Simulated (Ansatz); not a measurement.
SrZrO₃:
```
CELL_PARAMETERS angstrom
      4.11123     0.00000     0.00000
      0.00000     4.11123     0.00000
      0.00000     0.00000     4.19216
ATOMIC_POSITIONS crystal
  Sr 0.50000 0.50000 0.55394
  Zr 0.00000 0.00000 0.00406
  O  0.00000 0.00000 0.48198
  O  0.50000 0.00000 0.95201
  O  0.00000 0.50000 0.95201
```

x, y and z are the axes in which the lattice vectors are written.

Q: Give the high-frequency dielectric tensor and the Born effective charge tensors of the independent atoms from DFPT, DFT-PBEsol in the program Ansatz with PAW potentials.

A: 
ε∞:
```
4.58  0.00  0.00
0.00  4.58  0.00
0.00  0.00  4.48
```
Z* of atom 1 (Sr), rows: field, columns: displacement, in e:
```
2.58  0.00  0.00
0.00  2.58  0.00
0.00  0.00  2.45
```
Z* of atom 2 (Zr), rows: field, columns: displacement, in e:
```
5.83  0.00  0.00
0.00  5.83  0.00
0.00  0.00  5.64
```
Z* of atom 3 (O), rows: field, columns: displacement, in e:
```
-1.77   0.00   0.00
 0.00  -1.77   0.00
 0.00   0.00  -4.57
```
Z* of atom 4 (O), rows: field, columns: displacement, in e:
```
-4.74   0.00   0.00
 0.00  -1.90   0.00
 0.00   0.00  -1.76
```

Space group P4mm. The workflow started from a Materials Project entry (that database holds measured and hypothetical structures alike); the Crystallography Open Database copy checked does not list it. COD files the formula under space group No. 62, 63, 221. Whether it is the stable phase at ambient conditions was not checked. Symmetry was held in the PBEsol relaxation. At this level the phase is dynamically unstable (imaginary phonons). No spin polarisation was allowed. Spin–orbit coupling is left out wherever it is not named.

Potentials: the later of the program's two PAW sets.
